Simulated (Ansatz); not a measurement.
The start is a generated trial cell of Bi2Te3 in the AFLOW prototype A3B2_hR5_155_e_c (D5_e, as in Ni3S2). The structure is fully relaxed (lattice and positions, P = 0) with PBE (plane waves to 420 eV, PAW, scalar-relativistic; Ansatz, a quantum-chemistry and plane-wave program). The first steps use a coarse 4×4×4 k-mesh.

Input geometry:
```yaml
crystal:
  lattice:
    - [3.94499, 2.27764, 3.26375]
    - [-3.94499, 2.27764, 3.26375]
    - [0.00000, -4.55528, 3.26375]
  atoms:
    - { symbol: Te, position: [0.24490, 0.75510, 0.50000] }
    - { symbol: Te, position: [0.50000, 0.24490, 0.75510] }
    - { symbol: Te, position: [0.75510, 0.50000, 0.24490] }
    - { symbol: Bi, position: [0.25210, 0.25210, 0.25210] }
    - { symbol: Bi, position: [0.74790, 0.74790, 0.74790] }
```

Q: How large is the pressure on the unrelaxed cell, and of which sign?

A: +5.5 GPa (positive: the cell is compressed).

Q: What is the largest force in the starting geometry, and on which atom (counted from 1)?

A: 0.22 eV/Å, on Te1, Te2, Te3, Bi4, Bi5 (atoms numbered as listed).

Q: How much energy is released per atom?

A: 0.19 eV/atom.

Q: How do the shortest distances between atoms change?

A: The closest pairs of elements (up to four, under 3.6 Å), start → end: Bi–Te 3.10 → 3.07 Å; Te–Te 3.43 → 3.93 Å.

Q: What band gap does the relaxed structure have at this level?

A: 0.47 eV, indirect (valence top at Γ, conduction bottom at 30 % of the way from Γ to T) (no spin-orbit coupling).

Q: What does it relax into? Give the structure.

A: 
```cif
data_Bi6Te9
_chemical_formula_sum 'Te9 Bi6'
_space_group_name_H-M_alt 'R32 :H'
_space_group_IT_number 155
_space_group_name_Hall 'R 3 2"'
_cell_length_a 7.82441
_cell_length_b 7.82441
_cell_length_c 11.70756
_cell_angle_alpha 90.000
_cell_angle_beta 90.000
_cell_angle_gamma 120.000
loop_
_atom_site_label
_atom_site_type_symbol
_atom_site_symmetry_multiplicity
_atom_site_Wyckoff_symbol
_atom_site_fract_x
_atom_site_fract_y
_atom_site_fract_z
_atom_site_occupancy
Te1 Te 9 e 0.30006 0.30006 0.50000 1
Bi1 Bi 6 c 0.00000 0.00000 0.33086 1
```
(The calculation used a cell of 5 atoms; values per cell refer to that cell.)

The space group stays R32 (No. 155) (the run could not lower it), with 5 atoms in the primitive cell. Final values are on a 6×6×6 k-mesh of the relaxed cell. No spin polarisation in the result. Without spin-orbit coupling the bands of the heavy element are not split, so the gap can be far off.

The run could not lose the symmetry of its start, so the end can be a saddle point.

The relaxed structure here is a generated cell of Bi2Te3: the first start was made by placing the elements on the sites of a structure type, and the end was not matched to a known phase here, so it may be hypothetical. Known forms of Bi2Te3 include space group No. 166.
